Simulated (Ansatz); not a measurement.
Consider the following.

TiS$_{2}$:
```
TiS2
1.0
    3.31482     0.00000     0.00000
   -1.65741     2.87072     0.00000
    0.00000     0.00000     5.44654
Ti S
1 2
Direct
  0.00000   0.00000   0.00000
  0.33333   0.66667   0.26093
  0.66667   0.33333   0.73907
```

This is the LDA-relaxed structure. Cartesian axes are those of the cell as given.

All from the program Ansatz at the LDA level (PAW), unless another level is named. Estimate the Hill bulk and shear moduli.

49.8 and 37.1 GPa.

And the elastic constants (relaxed ions, GPa)?

C11 = 154, C12 = 30.4, C13 = 14.4, C14 = -4.9, C33 = 64.7, C44 = 21.8.

Space group P-3m1 (CdI2 type). The cell was relaxed with LDA under the symmetry of its start. The run is not spin-polarised. A crystal of weakly bound layers computed without a dispersion correction: the cell and the soft elastic constants depend strongly on that. As this level gives no gap, shear constants depend on the k-mesh and smearing (Fermi–Dirac, 0.1 eV here).

Potentials: the later of the program's two PAW sets.
